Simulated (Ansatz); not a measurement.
Pt (fcc, Cu type)

```xyz
2
Lattice="0.0000 3.9403 3.9403 1.9701 1.9701 3.9403 1.9701 1.9701 0.0000" Properties=species:S:1:pos:R:3 pbc="T T T"
Pt     0.0000     0.0000     0.0000
Pt     1.9701     3.9403     1.9701
```

The atoms are displaced by Q × the pattern below (from a DFPT mode at X = (0.5, 0.5, 0.0), largest move 1; Q in Å), at fixed cell. It is one choice among 2 degenerate patterns. (q is in reciprocal vectors of the primitive cell; the cell shown is doubled to hold the pattern.)

```tsv
atom	x	y	z
Pt1	0.000	1.000	0.000
Pt2	0.000	-1.000	0.000
```

Level of theory: r2SCAN (plane waves to 500 eV, PAW, scalar-relativistic; Ansatz, a program for electronic structure). k mesh 20×20×20 (Γ-centred), Fermi-Dirac smearing 0.05 eV. With partly filled bands, energies and forces of such displacements shift with the k mesh and the smearing. Pt is run without spin polarisation. Pt was relaxed with its symmetry unable to fall. Spin-orbit coupling is left out, though Pt is heavy. 

```json
[
 {"Q (Å)": "-0.180", "−dE/dQ from forces (eV/Å)": "3.979"},
 {"Q (Å)": "-0.150", "−dE/dQ from forces (eV/Å)": "3.358"},
 {"Q (Å)": "-0.120", "−dE/dQ from forces (eV/Å)": "2.716"},
 {"Q (Å)": "-0.090", "−dE/dQ from forces (eV/Å)": "2.044"},
 {"Q (Å)": "-0.060", "−dE/dQ from forces (eV/Å)": "1.362"},
 {"Q (Å)": "-0.030", "−dE/dQ from forces (eV/Å)": "0.680"},
 {"Q (Å)": "0.000", "−dE/dQ from forces (eV/Å)": "0.000"},
 {"Q (Å)": "0.030", "−dE/dQ from forces (eV/Å)": "-0.680"},
 {"Q (Å)": "0.060", "−dE/dQ from forces (eV/Å)": "-1.362"},
 {"Q (Å)": "0.090", "−dE/dQ from forces (eV/Å)": "-2.044"},
 {"Q (Å)": "0.120", "−dE/dQ from forces (eV/Å)": "-2.716"},
 {"Q (Å)": "0.150", "−dE/dQ from forces (eV/Å)": "-3.358"},
 {"Q (Å)": "0.180", "−dE/dQ from forces (eV/Å)": "-3.979"}
]
```

Q: What harmonic wavenumber does the curvature at Q = 0 give?

A: 126 cm⁻¹. E″ = 22.66 eV/Å², M = Σ mᵢ|uᵢ|² = 390.2 u, ν̃ = 521.5·√(|E″|/M).

(For displaced atoms, the force is minus the slope of the energy, and its curvature is a force constant, which sets phonon frequencies.)
